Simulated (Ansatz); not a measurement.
# Rb: energy along a strain

Rb, Im-3m, a = 5.612 Å (as given, not relaxed at this level: -0.1 GPa). Ansatz: PBEsol, PAW, 420 eV, Γ-centred 12×12×12 mesh on 1 atom, Gaussian smearing 0.15 eV; no spin polarisation. Cell vectors (Å): -2.806 2.806 2.806; 2.806 -2.806 2.806; 2.806 2.806 -2.806. The cell is strained by x per cent times the pattern (1 0 0 0 0 0) in the order xx yy zz yz xz xy (engineering shears), with fractional coordinates held. y is the free energy over the start, V0 = 88.374 Å³/atom.

| x (%) | y (meV/atom) |
| --- | --- |
| -2.00 | ? |
| -1.50 | -0.34 |
| -1.00 | -0.27 |
| -0.50 | -0.15 |
| 0.00 | 0.00 |
| 0.50 | 0.19 |
| 1.00 | 0.42 |
| 1.50 | 0.69 |
| 1.75 | 0.84 |
| 2.00 | 0.99 |

Fit y = c1 x + c2 x² + c3 x³ to the other rows, get the stiffness along the pattern, and predict the missing energy.

Least squares on the rows shown. y = 0.3455 x + 0.07741 x² − 0.0009981 x³. The clamped-ion stiffness p·C·p = 2 × 0.7741 eV × 160.2 / 88.374 Å³ = 2.8 GPa, which is C11 in these axes; c1 is there for the stress left in the start, which by itself gives a slope of 0.35 meV/atom per %. At x = -2.00 the fit asked for gives -0.37 meV/atom. The run gave -0.36 meV/atom, so the fit is 0.01 meV/atom too low, a small miss on the scale of the series.